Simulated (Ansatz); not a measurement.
# Cs2SnW3: rattling a relaxed structure

It was reached by relaxing an invented guess, and it needn't be the stable form of this composition.

These are results of DFT PBE, scalar-relativistic, plane waves, PAW (Ansatz 0.2.0), not measurements. Cutoff 420 eV; k points 6×6×4 on the computed 6-atom cell (Γ-centred); Gaussian smearing, width 0.10 eV; no spin polarisation.

The cell below (6 atoms, space group P6/mmm (No. 191)) is relaxed within its symmetry.

```xyz
6
Lattice="5.3949 0.0000 0.0000 -2.6975 4.6722 0.0000 0.0000 0.0000 12.7670" Properties=species:S:1:pos:R:3 pbc="T T T"
Cs    0.0000    0.0000    9.8712
Cs    0.0000    0.0000    2.8958
Sn    0.0000    0.0000    6.3835
W     2.6975    0.0000    6.3835
W    -1.3487    2.3361    6.3835
W     1.3487    2.3361    6.3835
```

For the test it was strained at random (σ = 1.5 % a component), the atoms were moved at random (σ = 0.05 Å), and all was relaxed again on a coarse 6×6×2 mesh (in the run’s order of axes) with 0.20 eV smearing, with no symmetry imposed.

Spin–orbit coupling, which can matter for W, is left out. The cell is a metal run without spin; a magnetic state may lie lower.

Task: Is the structure stable against such a distortion?

Result: It doesn't return. The energy falls by 93 meV/atom on that mesh, the volume changes by -10.8 %, and the end has space group P1 (No. 1) at a loose tolerance. Relaxed again on an 8×8×4 mesh with 0.10 eV smearing, the new structure lies 91 meV/atom below the first (mesh in the axes of the run's cell; the cell below is made exact in the group named). Space group P1 (No. 1), triclinic, a = 5.153 Å, b = 5.154 Å, c = 12.198 Å, α = 87.5°, β = 87.9°, γ = 60.0°. Cs on its first site has 3 Sn at 3.86–3.87 Å, 3 W at 4.15 Å and 6 Cs at 5.15–5.16 Å; around Cs on its second site lie 6 W at 3.96–3.97 Å, 1 Sn at 4.42 Å and 6 Cs at 5.15–5.16 Å; Sn has 6 W at 2.94 Å, 3 Cs at 3.86–3.87 Å and 1 Cs at 4.42 Å; W on its first site has 4 W at 2.57–2.59 Å, 2 Sn at 2.94 Å and 3 Cs at 3.96–4.15 Å; 2 more sites not described.

```cif
data_structure
_symmetry_space_group_name_H-M 'P1'
_symmetry_Int_Tables_number 1
_cell_length_a 5.1534
_cell_length_b 5.1542
_cell_length_c 12.1979
_cell_angle_alpha 87.536
_cell_angle_beta 87.884
_cell_angle_gamma 60.031
_cell_volume 280.37
loop_
_atom_site_label
_atom_site_type_symbol
_atom_site_symmetry_multiplicity
_atom_site_Wyckoff_symbol
_atom_site_fract_x
_atom_site_fract_y
_atom_site_fract_z
_atom_site_occupancy
Cs1 Cs 1 a 0.29174 0.46713 0.21303 1
Cs2 Cs 1 a 0.93128 0.08939 0.77826 1
Sn1 Sn 1 a 0.94842 0.11769 0.41536 1
W1 W 1 a 0.94392 0.60824 0.53114 1
W2 W 1 a 0.44244 0.60794 0.53124 1
W3 W 1 a 0.44220 0.10962 0.53098 1
```
